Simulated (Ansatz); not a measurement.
Below is a relaxed structure of SnGe3O4. The cell was found from a structure generator's guess, not taken from experiment.

Level of theory: Ansatz, DFT PBE, scalar-relativistic, plane waves, PAW. Cutoff 420 eV, Γ-centred mesh, Gaussian smearing, no spin polarisation.

```
Sn Ge O
1.0
     5.07667    0.00000    0.00000
    -0.11955    5.66662    0.00000
    -2.46371   -1.95124    5.52121
Sn Ge O
1 3 4
Direct
  0.40756 0.41341 0.74526
  0.69009 0.08329 0.28061
  0.09082 0.58938 0.28179
  0.80822 0.90539 0.70846
  0.91119 0.84787 0.42895
  0.46419 0.66293 0.56207
  0.01164 0.34621 0.42032
  0.61629 0.15151 0.57254
```

The zero of energy is the elements' standard structures at the same level (O₂ as a molecule); no fitted shifts are applied. The references include grey tin.

Problem. What space group does it have?

Solution. P1 (No. 1). Conventional cell: a = 5.077 Å, b = 5.668 Å, c = 6.353 Å, α = 107.4°, β = 112.8°, γ = 91.2°. Around Sn lie 3 O at 2.13–2.17 Å; around Ge on its first site lie 3 O at 1.91–1.98 Å; Ge on its second site is surrounded by 3 O at 1.94–1.96 Å; O on its first site is surrounded by 3 Ge at 1.94–1.98 Å; 4 more sites not described.

Problem. How far does it lie from the elements in energy?

Solution. −1.201 eV/atom. Whether it is stable depends on the other phases of the system, which aren't compared here.

Problem. Is it a metal?

Solution. No, the gap on the 6×6×6 mesh is 1.33 eV.

The last run used a 6×6×6 mesh for its 8-atom cell and Gaussian smearing of 0.02 eV. No dispersion correction is applied, so the spacing and binding between layers, chains or molecules are poorly described. Kohn–Sham gaps at this level usually fall short of measured ones. A later test with randomly moved atoms came back to the same energy, though modes that don't fit the test's cell weren't probed.
